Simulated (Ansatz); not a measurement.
The guess for MgSb7 was made by a generator: random cell by space group and Wyckoff sites (F-43m, No. 216). The dimensions are guesses.

```cif
data_structure
_symmetry_space_group_name_H-M 'F-43m'
_symmetry_Int_Tables_number 216
_cell_length_a 10.3565
_cell_length_b 10.3565
_cell_length_c 10.3565
_cell_angle_alpha 90.000
_cell_angle_beta 90.000
_cell_angle_gamma 90.000
_cell_volume 1110.80
loop_
_atom_site_label
_atom_site_type_symbol
_atom_site_symmetry_multiplicity
_atom_site_Wyckoff_symbol
_atom_site_fract_x
_atom_site_fract_y
_atom_site_fract_z
_atom_site_occupancy
Mg1 Mg 4 a 0.00000 0.00000 0.00000 1
Sb1 Sb 24 g 0.03440 0.25000 0.25000 1
Sb2 Sb 4 d 0.25000 0.25000 0.75000 1
```

Method: Ansatz 0.2.0, DFT PBE, scalar-relativistic, plane waves, PAW. Cutoff 420 eV, Gaussian smearing, Γ-centred meshes. Cell and atoms relax first on a coarse mesh and then on a finer one. In between, the cell is made exact in the group found at 0.06 Å. In metals the finer mesh still leaves noise of several meV/atom or more. The steps can't lower the symmetry of their start. No spin polarisation.

A guess keeps its type if space group and coordination stay and the shape of the cell changes little (axis ratios within about 15 %, angles within 6°); the volume may change.

Question: Does this structure survive the relaxation?

Answer: It keeps its type. The symmetry stays F-43m (No. 216). The volume per atom grows by 3.0 %, from 34.7 to 35.7 Å³. The shortest distance goes from 2.95 Å (Sb–Sb) to 3.02 Å (Sb–Sb). Counting neighbours within 15 % of an atom's shortest distance, the start has Mg 12, Sb 5/6 and the end Mg 12, Sb 5/6.

The zero of energy is the elements' standard structures at the same level; no fitted shifts are applied.

Question: At what energy does it end?

Answer: +0.41 eV/atom. The separate elements lie lower, so it is unstable against them.

The last run used a 6×6×6 mesh for its 8-atom cell and Gaussian smearing of 0.10 eV. Spin–orbit coupling, which can matter for Sb, is left out. Symmetry constrained the relaxation, so the result can be a saddle point.

In counts of neighbours, a slash parts the counts of unlike sites.
